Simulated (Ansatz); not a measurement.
Input and command of a plane-wave DFT calculation in Ansatz:

```yaml
crystal:
  lattice:
    - [4.071, 0.0, 0.0]
    - [0.0, 4.071, 0.0]
    - [0.0, 0.0, 8.941]
  atoms:
    - { symbol: Ca, position: [0.0, 0.5, 0.16] }
    - { symbol: Ca, position: [0.5, 0.0, 0.84] }
    - { symbol: H, position: [0.0, 0.0, 0.0] }
    - { symbol: H, position: [0.5, 0.5, 0.0] }
    - { symbol: I, position: [0.0, 0.5, 0.675] }
    - { symbol: I, position: [0.5, 0.0, 0.325] }
basis:
  ecutwfc: 500
kpoints:
  mp_grid: { grid: [6, 6, 2] }
hamiltonian:
  xc: r2scan
scf:
  occupations: { method: gaussian, width: 0.1 }
output:
  forces: true
  stress: true
  eigenvalues: true
relax:
  adjacent_minimum: "off"
  f_tol: 0.05
  max_steps: 80
  cell: { stress_tol: 0.5 }
```

```bash
ansatz run input.yaml --threads 1 --pin off --max-ram 2560MiB --backend cpu --events-out ev --progress --plain --runs-dir out
```

Processor: Intel(R) Xeon(R) Platinum 8259CL CPU @ 2.50GHz (Skylake/Cascade Lake), 1 thread, on a host shared with other jobs.

Problem. How long does it run, and how much memory does it take?

Solution. About 61 s on 1 thread of Intel(R) Xeon(R) Platinum 8259CL CPU @ 2.50GHz (Skylake/Cascade Lake), with other jobs on the host, peak memory 0.78 GiB. It solves 34 bands at 20 k points (the mesh reduced by the symmetry that the task leaves, which can be less than the crystal's) with about 3801 plane waves (on the last cell), in 23 SCF iterations over 4 ionic steps.
